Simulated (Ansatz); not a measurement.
Relaxed candidate structures of Ni:

**A**
```
Ni
1.0
    2.44682     0.00000     0.00000
   -1.22341     2.11900     0.00000
    0.00000     0.00000     4.07299
Ni
2
Direct
  0.33333   0.66667   0.75000
  0.66667   0.33333   0.25000
```
Spin order: ferromagnetic.

**B**
```
CELL_PARAMETERS angstrom
      0.00000     1.73990     1.73990
      1.73990     0.00000     1.73990
      1.73990     1.73990     0.00000
ATOMIC_POSITIONS crystal
  Ni 0.50000 0.50000 0.50000
```
Spin order: ferromagnetic.

**C**
```cif
data_Ni
_chemical_formula_sum 'Ni1'
_space_group_name_H-M_alt 'P 1'
_space_group_IT_number 1
_cell_length_a 2.30506
_cell_length_b 2.30506
_cell_length_c 2.30506
_cell_angle_alpha 90.000
_cell_angle_beta 90.000
_cell_angle_gamma 90.000
loop_
_space_group_symop_operation_xyz
  'x, y, z'
loop_
_atom_site_label
_atom_site_type_symbol
_atom_site_fract_x
_atom_site_fract_y
_atom_site_fract_z
_atom_site_occupancy
Ni1 Ni 0.00000 0.00000 0.00000 1
```
Spin order: ferromagnetic.

### Question
Rank these by energy per atom (lowest first), as r2SCAN (plane waves to 500 eV, PAW, scalar-relativistic; Ansatz, a quantum-chemistry and plane-wave program) gives it.

### Answer
B (reference, the lowest of the structures calculated here), A (+0.05 eV/atom), C (+0.79 eV/atom)

Probably no minimum, since a slightly shaken restart fell lower: Pm-3m, cP1, simple cubic type, ferromagnetic (by 0.79 eV/atom, to Fm-3m). 4 runs with a doubtful electronic state, a coarser numerical grid, an end not at rest or a source that can't be used are left out. Each run could gain symmetry but not lose that of its start, so entries can be saddle points. From databases, or of a type measured for this composition: P6₃/mmc, hP2, hcp (Mg type), ferromagnetic; Fm-3m, cF4, fcc (Cu type), ferromagnetic; the others are generated cells (placed on structure types, drawn at random, substituted or restacked) that were not matched to a known phase here. Each structure is listed in the lowest spin state found for it. Energies are at zero temperature and pressure, without zero-point motion. Each cell has its own k-point mesh; energy differences are given only to the digits this allows. Spin states reached: ferromagnetic; spin orders were not searched systematically. r2SCAN tends to overstate moments in metals.
